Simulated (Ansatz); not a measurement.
AlAs:
```xyz
2
Lattice="0.0000 2.8373 2.8373 2.8373 0.0000 2.8373 2.8373 2.8373 0.0000" Properties=species:S:1:pos:R:3 pbc="T T T"
Al     0.0000     0.0000     0.0000
As     1.4187     1.4187     1.4187
```

Relaxed with PBEsol. Special points in fractions of this cell's reciprocal vectors: Γ (0.000, 0.000, 0.000); X (0.500, 0.000, 0.500); U (0.625, 0.250, 0.625); K (0.375, 0.375, 0.750); L (0.500, 0.500, 0.500); W (0.500, 0.250, 0.750).

Q: List the band energies nearest the valence-band maximum at these points for DFT-PBEsol with spin–orbit coupling in the program Ansatz with PAW potentials.

A: In eV from the valence-band maximum; about four levels below and three above (degenerate sets whole), none deeper than 8.9 eV; points with the same levels are listed once.

```csv
k,below,above
Γ,0.00 0.00 0.00 0.00,1.81 1.81 4.14 4.14
X,-2.32 -2.32 -2.20 -2.20,1.24 1.24 2.13 2.13
U,-3.56 -3.47 -1.89 -1.89,2.05 2.06 4.77
L,-1.01 -1.01 -0.83 -0.83,1.96 1.96 4.53 4.53
W,-3.35 -3.22 -2.92 -2.91,4.13 4.13 5.43
```

Space group F-43m (zinc blende). The cell was relaxed with PBEsol under the symmetry of its start.

Potentials: the earlier of the program's two PAW sets. The files were generated under PBE; for other functionals the program regenerates the frozen cores, and for LDA and PBEsol the local potential too.
